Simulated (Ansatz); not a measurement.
Crystals of one structure type (cubic perovskite) and one family of elements, relaxed and computed with HSE06 in the plane-wave PAW code Ansatz.

```tsv
crystal	V (Å³/atom)	B₀ by P(V) fit (GPa)
CaTiO3	11.35	?
SrTiO3	11.81	193
BaTiO3	12.58	186
SrZrO3	14.16	168
BaHfO3	14.55	170
BaZrO3	14.73	165
```

Task: Fit a straight line to ln B₀ against ln V and predict the withheld value.

Result: Least squares on the 5 shown rows: ln B₀ = -0.70 × ln V + (6.993), with a scatter of 1 %. For CaTiO3 this gives 199. The run itself gave 199, within the scatter.

Not the usual ambient phase: BaTiO3, cubic perovskite. Standing as an ambient phase not checked: CaTiO3, cubic perovskite; SrZrO3, cubic perovskite. All cells were relaxed under the symmetry of their starts (and spin orders); stability against distortions was not tested throughout. Rows with no word on spin ran without spin polarisation. Scalar-relativistic: spin–orbit coupling is off unless named, which matters more the heavier the elements.

Potentials: the later of the program's two PAW sets.
